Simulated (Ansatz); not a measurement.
Given:

BAs:
```
BAs
1.0
    0.00000     2.39188     2.39188
    2.39188     0.00000     2.39188
    2.39188     2.39188     0.00000
B As
1 1
Direct
  0.25000   0.25000   0.25000
  0.50000   0.50000   0.50000
```

This is the r²SCAN-relaxed structure. Tensor components refer to the Cartesian frame of this cell.

All from plane-wave PAW r²SCAN (Ansatz code), unless another level is named. Estimate the Poisson's ratio.

0.13.

What about the piezoelectric stress constants (proper, relaxed ions, C/m²)?

e14 = e25 = e36 = -0.19.

Space group F-43m (zinc blende). Symmetry was held in the r²SCAN relaxation. The volume moved by 18 % from the start of the relaxation.

Potentials: the later of the program's two PAW sets.
